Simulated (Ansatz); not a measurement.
C (fcc (Cu type), Fm-3m) at seven volumes, PBE in the plane-wave PAW code Ansatz, scaled uniformly. One row is withheld.

```
V (Å³/atom)  P (GPa)
-----------  -------
6.691          14.96
6.912           9.28
7.132              ?
7.353           0.00
7.573          -4.14
7.794          -8.06
8.014         -11.52
```

Q: Fit the shown pressures and predict the withheld one.

A: P = (3/2)B₀(x^(7/2) − x^(5/2))[1 + (3/4)(B′ − 4)(x − 1)] with x = (V₀/V)^(2/3). Least squares on the six rows gives V₀ = 7.350 Å³/atom, B₀ = 145 GPa, B′ = 1.99. At V = 7.132, x = 1.0203 and P = 4.50 GPa. The run itself gave 4.41 GPa.

The cell is a constructed one: a structure type filled with these elements; neither database checked (COD, Materials Project) lists it. It is not the phase usual at ambient conditions (space group No. 194, 227). The cell was relaxed with PBE under the symmetry of its start; whether a distortion lowers the energy is not shown.

Potentials: the later of the program's two PAW sets.
